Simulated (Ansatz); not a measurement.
## In₃Se: iterations to self-consistency

Method: DFT PBE, scalar-relativistic, plane waves, PAW in Ansatz.

```
In Se
1.0
     4.80376    0.00000    0.00000
     0.00000    4.80376    0.00000
     0.00000    0.00000    4.80376
In Se
3 1
Direct
  0.00000 0.50000 0.50000
  0.50000 0.00000 0.50000
  0.50000 0.50000 0.00000
  0.00000 0.00000 0.00000
```

```json
{
  "plane-wave cutoff": "420 eV",
  "Γ-centred k-mesh": "10×10×10",
  "occupation rule": "Gaussian smearing, 0.1 eV",
  "spin treatment": "unpolarised"
}
```

Each run starts from superposed atomic densities and uses the program's default quasi-Newton mixer with a history of 8 with its automatic preconditioner, at most 120 iterations and the default threshold on the density residual; only the mixing step differs.

```
mixing step iterations converged density residual (eV) at iterations 1, 3, 5
       0.02           9        yes                              1.3 0.14 0.0023
       0.05           9        yes                              1.3 0.045 0.001
        0.1           9        yes                            1.3 0.033 0.00067
        0.4           8        yes                            1.3 0.029 0.00028
        0.6           8        yes                             1.3 0.03 0.00022
```

Cost: 5 runs of about 1.6 core-minutes in all, on Intel Xeon Processor @ 2.50GHz (Skylake/Cascade Lake) (shared hosts).